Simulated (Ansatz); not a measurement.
# Perovskite alloy of BaZrO3 and BaHfO3 (6 of 8 Zr sites exchanged), 40 atoms

Ansatz, PAW, plane waves. PBEsol relaxation of volume and atoms (shape held) at the single k point (¼, ¼, ¼) without its symmetry partners; single points on the relaxed atoms at the single k point (¼, ¼, ¼) without its symmetry partners, onto which points of the small cell's zone fold. Arrangement: quasirandom. No spin–orbit coupling unless named.

Relaxed structure:

```yaml
crystal:
  lattice:
    - [8.32372, 0.00000, 0.00000]
    - [0.00000, 8.32372, 0.00000]
    - [0.00000, 0.00000, 8.32372]
  atoms:
    - { symbol: Ba, position: [0.99984, 0.99958, 0.00003] }
    - { symbol: Ba, position: [0.00006, 0.99945, 0.50006] }
    - { symbol: Ba, position: [0.00007, 0.50006, 0.99980] }
    - { symbol: Ba, position: [0.99991, 0.50026, 0.49981] }
    - { symbol: Ba, position: [0.50060, 0.99945, 0.00019] }
    - { symbol: Ba, position: [0.50042, 0.99967, 0.50010] }
    - { symbol: Ba, position: [0.50044, 0.50033, 0.99991] }
    - { symbol: Ba, position: [0.50068, 0.50017, 0.49995] }
    - { symbol: Zr, position: [0.25023, 0.24986, 0.24997] }
    - { symbol: Zr, position: [0.25027, 0.24987, 0.74999] }
    - { symbol: Hf, position: [0.25025, 0.74986, 0.24997] }
    - { symbol: Hf, position: [0.25025, 0.74987, 0.74997] }
    - { symbol: Hf, position: [0.75024, 0.24987, 0.24999] }
    - { symbol: Hf, position: [0.75026, 0.24986, 0.75000] }
    - { symbol: Hf, position: [0.75027, 0.74987, 0.24996] }
    - { symbol: Hf, position: [0.75025, 0.74987, 0.74996] }
    - { symbol: O, position: [0.25814, 0.25201, 0.99997] }
    - { symbol: O, position: [0.24237, 0.24768, 0.49996] }
    - { symbol: O, position: [0.24464, 0.74779, 0.99997] }
    - { symbol: O, position: [0.25585, 0.75194, 0.49999] }
    - { symbol: O, position: [0.74271, 0.24854, 0.99992] }
    - { symbol: O, position: [0.75782, 0.25115, 0.49994] }
    - { symbol: O, position: [0.75582, 0.75115, 0.99996] }
    - { symbol: O, position: [0.74467, 0.74855, 0.49994] }
    - { symbol: O, position: [0.99936, 0.26252, 0.24251] }
    - { symbol: O, position: [0.99931, 0.23728, 0.75749] }
    - { symbol: O, position: [0.00013, 0.73747, 0.25542] }
    - { symbol: O, position: [0.00014, 0.76229, 0.74456] }
    - { symbol: O, position: [0.50117, 0.23714, 0.25737] }
    - { symbol: O, position: [0.50118, 0.26244, 0.74236] }
    - { symbol: O, position: [0.50038, 0.76218, 0.24454] }
    - { symbol: O, position: [0.50034, 0.73745, 0.75537] }
    - { symbol: O, position: [0.23760, 0.99892, 0.24785] }
    - { symbol: O, position: [0.26300, 0.99898, 0.75211] }
    - { symbol: O, position: [0.26290, 0.50077, 0.25209] }
    - { symbol: O, position: [0.23749, 0.50075, 0.74784] }
    - { symbol: O, position: [0.76270, 0.99976, 0.25118] }
    - { symbol: O, position: [0.73781, 0.99973, 0.74859] }
    - { symbol: O, position: [0.73781, 0.49993, 0.24865] }
    - { symbol: O, position: [0.76263, 0.49998, 0.75129] }
```

Task: What are the mean bond lengths by pair (pairs within 1.2 times the sum of covalent radii, less contacts 15 % beyond the pair's median; cation–cation pairs of compounds aside; long ionic contacts are cut short by that bound)?

Result: Ba–O 2.944 ± 0.069 Å (standard deviation, 96 bonds); Hf–O 2.081 ± 0.003 Å (standard deviation, 36 bonds); O–Zr 2.088 ± 0.005 Å (standard deviation, 12 bonds).

Task: What gap lies between the top filled and the lowest empty level in the single points?

Result: r²SCAN 4.89 eV (3.7 s on NVIDIA GB300). Away from Γ this isn't the crystal's band gap.
